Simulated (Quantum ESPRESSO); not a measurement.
## Kohn-Sham bands of GeO2 (rutile)

```
CELL_PARAMETERS angstrom
      4.41242     0.00000     0.00000
      0.00000     4.41242     0.00000
      0.00000     0.00000     2.87651
ATOMIC_POSITIONS crystal
  Ge 0.50000 0.50000 0.50000
  Ge 0.00000 0.00000 0.00000
  O  0.69423 0.69423 0.00000
  O  0.30577 0.30577 0.00000
  O  0.80577 0.19423 0.50000
  O  0.19423 0.80577 0.50000
```

Materials Project entry mp-470; symmetrised, unrelaxed at this level. COD (Crystallography Open Database) has the formula in 3 space groups, this one among them (matched by group alone). Computed values, not measurements, from PBEsol: Quantum ESPRESSO (norm-conserving PseudoDojo potentials, cutoff 68 Ry, spinors with spin-orbit coupling) on a Γ-centred 4×4×6 mesh, then Wannier90. Density: 8×8×10 mesh, Gaussian smearing 0.01 Ry.

Problem. List the Kohn-Sham levels between −8 and 4.7 eV relative to the valence-band maximum at the high-symmetry points, as a band run of pw.x on that density gives them (levels within 2 meV counted together).

Solution. 
```tsv
point	k (reciprocal lattice)	levels (eV)
Γ	0.000 0.000 0.000	-5.56 (×2), -5.52 (×2), -4.97 (×2), -4.63 (×2), -3.40 (×2), -2.47 (×2), -2.07 (×2), -2.07 (×2), -0.85 (×2), -0.82 (×2), 0.00 (×2), 1.68 (×2)
X	0.000 0.500 0.000	-4.01 (×4), -3.93 (×4), -2.91 (×4), -1.87 (×4), -0.84 (×4)
M	0.500 0.500 0.000	-7.11 (×4), -5.15 (×4), -3.79 (×4), -2.44 (×4), -2.18 (×4), -1.51 (×4)
Z	0.000 0.000 0.500	-5.86 (×4), -5.18 (×4), -3.77 (×4), -2.33 (×4), -1.91 (×4)
R	0.000 0.500 0.500	-7.24 (×2), -7.18 (×2), -5.68 (×2), -5.67 (×2), -2.81 (×2), -2.81 (×2), -1.42 (×2), -1.42 (×2), -1.41 (×4)
A	0.500 0.500 0.500	-6.83 (×4), -3.67 (×4), -3.60 (×4), -1.36 (×4), -1.17 (×4), 4.48 (×4)
```
